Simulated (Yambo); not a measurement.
# How GW settings move the gap: GaN

G0W0@PBEsol for GaN (zinc blende, space group F-43m, No. 216) in Yambo. Reference settings: 6×6×6 Γ-centred k mesh, 90 bands and a 14 Ry block in the screening, 90 bands in G with the Bruneval-Gonze terminator, plasmon pole fitted at 27.2 eV. The PBEsol gap Γ → Γ on this mesh is 1.74 eV; G0W0 gaps are taken between the same points.

| change from the reference | G0W0 gap Γ → Γ (eV) | shift of the valence edge (eV) | rough Yambo cost |
|---|---|---|---|
| reference settings | 2.34 | -0.38 | 1 |
| 32 bands in G | 2.40 | -0.46 | – |
| wavefunctions cut at 25 Ry | 2.32 | -0.30 | within a factor of two |
| no point-group symmetry | 2.35 | -0.41 | about 7× |
| 32 bands in G, no terminator | 2.09 | 0.28 | – |
| no terminator | 2.23 | -0.19 | – |

The reference isn't shown to be the converged limit. Costs are rough (shared machines), scaled to the same edge states, and given only for runs that recompute the screening.

Spin-orbit splittings are left out.

The standard potential for Ga keeps a d shell in the valence without the s and p states of that shell. In tests on such compounds this moved G0W0 gaps by up to about 0.9 eV, so absolute quasiparticle energies here are unreliable; differences between settings are what counts.

Geometry relaxed with PBEsol; primitive cell a = b = c = 3.1817 Å, α = β = γ = 60.00°.

This is not the ordinary phase of the substance; no match was found in the copy of COD used, and its stability was not checked.

A shift is the quasiparticle energy of the state minus its PBEsol energy.
